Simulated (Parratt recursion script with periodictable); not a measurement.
Interface roughness in an EUV mirror: Si/Y multilayer on Si

```
layer, from the top  thickness (Å)  density (g/cm³)  rms roughness of its top face (Å)  δ at 13.5 nm  β at 13.5 nm
-------------------  -------------  ---------------  ---------------------------------  ------------  ------------
Si (in each period)           41.7            2.313                             varied  9.927 × 10⁻⁴      0.001813
Y (in each period)            27.8            4.371                             varied       0.02576      0.002238
Si (substrate)                   –            2.313                                  3  9.927 × 10⁻⁴      0.001813
```

The refractive index is n = 1 − δ + iβ; the runs take δ and β at each wavelength of the scan. Vacuum lies above.

Densities are inputs, not measurements. They were set from computed cells of the Materials Project: Si from entry mp-149 (Fd-3m, 2.313 g/cm³); Y from entry mp-112 (P6₃/mmc, 4.371 g/cm³). A layer's crystal structure does not enter its constants, only its composition and density.

Simulated, not measured: EUV and soft X-ray reflectivity, Parratt recursion, Névot-Croce roughness, Henke tables (Parratt recursion script with periodictable 1.7.1).

Light falls at α = 6° from the surface normal. It is p-polarised. The wavelength is scanned from 12.42 to 14.58 nm in 161 evenly spaced points, without smoothing. The peak is the highest scan point; its wavelength and height come from a parabola through R at that point and its two neighbours.

The pair is repeated 30 times. The runs differ only in σ, the roughness on top of both layers of each period; the substrate's stays as listed.

| σ (Å) | peak λ (nm) | peak R (%) |
|---|---|---|
| 0 | 13.659 | 26.3 |
| 3 | 13.659 | 24.9 |
| 9 | 13.660 | ? |

Q: Estimate the peak reflectivity at σ = 9 Å from a line of ln R against σ², and compare with the factor exp[−(2πσ/D)²] for one weak reflection.

A: With R₀ = 26.3 % of the first row, ln(R/R₀) is 0.0000 at σ² = 0, −0.0547 at σ² = 9 Å². The line through them has slope −0.00608 Å⁻² and intercept 0.0000, which gives 16.1 % at σ² = 81 Å². For D = 69.5 Å, (2π/D)² = 0.00817 Å⁻², and that slope from the first row gives 13.6 %.

The run gave 15.4 %, so the line misses by 0.7 points. The fitted slope is 0.74 of (2π/D)² in size.
